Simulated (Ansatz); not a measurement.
This guess for AgRuS₂ is about to be relaxed.

```
Ag Ru S
1.0
     3.96001    0.00000    0.00000
     0.00000    3.96001    0.00000
     0.00000    0.00000    5.60030
Ag Ru S
1 1 2
Direct
  0.50000 0.50000 0.50000
  0.00000 0.00000 0.00000
  0.50000 0.00000 0.25000
  0.00000 0.50000 0.75000
```

Method: DFT PBE, scalar-relativistic, plane waves, PAW in Ansatz 0.2.0. Cutoff 420 eV, Gaussian smearing, Γ-centred meshes. Cell and atoms relax first on a coarse mesh and then on a finer one. In between, the cell is made exact in the group found at 0.06 Å. In metals the finer mesh still leaves noise of several meV/atom or more. The steps can't lower the symmetry of their start. Collinear spin, starting moments Ru 1.0 μB; they died out on the coarse mesh, so the last step has no spin.

A guess keeps its type if space group and coordination stay and the shape of the cell changes little (axis ratios within about 15 %, angles within 6°); the volume may change.

Q: Does it keep its structure type, or change into something else?

A: It keeps its type. The symmetry stays P-4m2 (No. 115). The volume per atom shrinks by 4.7 %, from 22.0 to 20.9 Å³. The shortest distance goes from 2.43 Å (Ag–S and Ru–S) to 2.25 Å (Ru–S). The ratio c/a of the conventional cell changes by a factor of 0.97. Counting neighbours within 15 % of an atom's shortest distance, the start has Ag 4, Ru 4, S 4 and the end Ag 4, Ru 4, S 4.

Formation energies are uncorrected and refer to the elements' standard structures at the same level.

Q: At what energy does it end?

A: −0.05 eV/atom. A negative formation energy is needed for stability but isn't enough: competing phases decide.

The last run used a 12×12×10 mesh (in the run's order of axes) for its 4-atom cell and Gaussian smearing of 0.10 eV. An odd number of electrons in the primitive cell allows no gap without spin; a larger cell or a magnetic state could open one. The reference form of S is held partly by dispersion forces, which this level lacks. A structure relaxed within its symmetry needn't be a true minimum.
